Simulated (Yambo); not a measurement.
Yambo run on ScF₃ (space group R32, No. 155, within 0.06 Å of Pm-3m). The wavefunctions are PBEsol (Quantum ESPRESSO, PseudoDojo norm-conserving, 84 Ry, no spin-orbit coupling) ones on a 4×4×4 mesh (16 occupied bands); a = b = c = 4.0168 Å, α = β = γ = 90.02°.

Yambo input:

```
rim_cut
gw0
dyson
el_el_corr
HF_and_locXC
cohsex
em1s
RandQpts= 1000000
RandGvec= 1 Ry
EXXRLvcs= 84 Ry
VXCRLvcs= 336 Ry
Chimod= "HARTREE"
% BndsRnXs
 2 | 154 |
%
NGsBlkXs= 10 Ry
% LongDrXs
 1.0 | 1.0 | 1.0 |
%
ExtendOut
% QPkrange
 1 | 1 | 16 | 17 |
 13 | 13 | 16 | 16 |
%
```

k points by index: 1 = Γ, 13 = Z.

Table of the .qp output:

```
#    K-point    Band    Eo [eV]    E [eV]    E-Eo [eV]    Vxc [eV]    Vnlxc [eV]    Sc|Eo [eV]    Re(Z)    Im(Z)
#
    1    16    -0.540208    -5.118486    -4.578278    -22.51066    -30.23482    3.145879    1.000000    0.000000
    1    17    6.297673    8.063089    1.765416    -17.47713    -9.301307    -6.410407    1.000000    0.000000
    13    16    0.000000    -4.626362    -4.626362    -22.78197    -30.69212    3.283788    1.000000    0.000000
```
(The two width columns are left out.) Convergence of these settings isn't established.

Geometry relaxed with PBEsol.
